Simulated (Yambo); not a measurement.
Yambo run on a free-standing MoS$_{2}$ monolayer (symmetry P-6m2, slab cell 16.1 Å high). The wavefunctions are PBEsol (pw.x of Quantum ESPRESSO, ONCV potentials, scalar-relativistic) ones on a 6×6×1 mesh (13 occupied bands); a = b = 3.141 Å, c = 16.100 Å, α = β = 90.00°, γ = 120.00°.

Yambo input:

```
rim_cut
gw0
dyson
el_el_corr
HF_and_locXC
ppa
em1d
rim_w
RandQpts= 1000000
RandGvec= 2 Ry
CUTGeo= "slab z"
EXXRLvcs= 80 Ry
VXCRLvcs= 320 Ry
Chimod= "HARTREE"
% BndsRnXp
 2 | 131 |
%
NGsBlkXp= 8 Ry
% LongDrXp
 1.0 | 1.0 | 0.0 |
%
RandGvecW= 1000 mRy
PPAPntXp= 27.2114 eV
% GbndRnge
 1 | 48 |
%
GTermKind= "none"
DysSolver= "n"
ExtendOut
% QPkrange
 7 | 7 | 13 | 14 |
%
```

k points by index: 7 = K.

Table of the .qp output:

```
#    K-point    Band    Eo [eV]    E [eV]    E-Eo [eV]    Vxc [eV]    Vnlxc [eV]    Sc|Eo [eV]    Sc|E [eV]    dSc/dw|Eo [eV]    Re(Z)    Im(Z)
#
    7    13    0.000000    0.579565    0.579565    -16.29861    -16.83810    1.317339    1.119052    -9.312162    0.745024    -0.003088
    7    14    1.807169    3.317631    1.510462    -17.57382    -13.39369    -2.144259    -2.669665    -9.463232    0.741954    -0.003194
```
(The two width columns are left out.) Convergence of these settings isn't established.

Spin-orbit coupling is not included.

Geometry relaxed with PBEsol.
